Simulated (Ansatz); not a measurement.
Cd (hcp, Mg type)

```
CELL_PARAMETERS angstrom
      2.94560     0.00000     0.00000
     -1.47280     2.55096     0.00000
      0.00000     0.00000     5.60346
ATOMIC_POSITIONS crystal
  Cd 0.33333 0.66667 0.75000
  Cd 0.66667 0.33333 0.25000
```

The slice is a (1 -1 0 0) plane (indices of the conventional cell) through the point (0.333, 0.667, 0.750) (fractional), spanned by u = [110] and v = [001] in vectors of this cell: u (2.95 Å) and v (5.60 Å, at 90° to u). It covers one period; positions are fractions (u, v).

Calculation: PBEsol (plane waves to 420 eV, PAW, scalar-relativistic; Ansatz, a program for electronic structure). k mesh 18×18×9. Inside the PAW spheres the values are not all-electron values, and peaks at nuclei hang on which shells count as valence. Cd was relaxed with its symmetry unable to fall. The PAW data are Ansatz's earlier set.

### Question
What is the ELF at the midpoint of the shortest Cd–Cd line in this plane (2.95 Å)?

### Answer
0.2.

### Question
What is the valence density on the shortest Cd–Cd line in this plane (2.95 Å), at its midpoint?

### Answer
0.21 e/Å³.

### Question
Sketch the valence electron density on this plane as a map.

### Answer
```
|@@%#*=:....:=*#%@|
|@%%#+-:....:-+#%%|
|###+=-:.  .:-=+##|
|**+=-:.    .:-=+*|
|==-::.      .::-=|
|:::..        ..::|
|...            ..|
|                 |
|                 |
|                 |
|      ......     |
|    ...::::...   |
|   ...::--::...  |
|  ...:------:... |
| ...::-====-::...|
|....::-====-::...|
| ...::-====-::...|
|  ...:------:... |
|   ...::--::...  |
|    ...::::...   |
|      ......     |
|                 |
|                 |
|                 |
|...            ..|
|:::..        ..::|
|==-::.      .::-=|
|**+=-:.    .:-=+*|
|###+=-:.  .:-=+##|
|@%%#+-:....:-+#%%|
|@@%#*=:....:=*#%@|
|@@@#*=:....:=*#@@|
```
Scale: ten equal steps from -1.02 (start of ' ') to 1.43 (end of '@'), in the order ' .:-=+*#%@'. Values: log₁₀ of the valence density in e/Å³. The map has 17 points along u (one character each, u = 0 at the left) and 32 along v (v = 0 in the bottom row). The scale is logarithmic, as a density can span decades between atoms and voids.
